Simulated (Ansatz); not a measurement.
Task: Name crystals whose computed values (PBEsol (plane waves, PAW; program Ansatz)) fall in these windows: B₀ by P(V) fit (GPa) 280 to 340; highest Γ mode, no LO–TO term (cm⁻¹) 260 to 320; Θ_D (K) 360 to 480.

Result: 

| crystal | B₀ by P(V) fit (GPa) | highest Γ mode, no LO–TO term (cm⁻¹) | Θ_D (K) |
|---|---|---|---|
| Mo3Os, A15 (Cr3Si type) | 309 | 286 | 423 |
| Mo3Ir, A15 (Cr3Si type) | 303 | 281 | 404 |
Others may fit too.

Standing as an ambient phase not checked: Mo3Os, A15 (Cr3Si type); Mo3Ir, A15 (Cr3Si type). All cells were relaxed under the symmetry of their starts (and spin orders); stability against distortions was not tested throughout. Rows with no word on spin ran without spin polarisation. Spin–orbit coupling is left out wherever it is not named.

Potentials: the later of the program's two PAW sets.
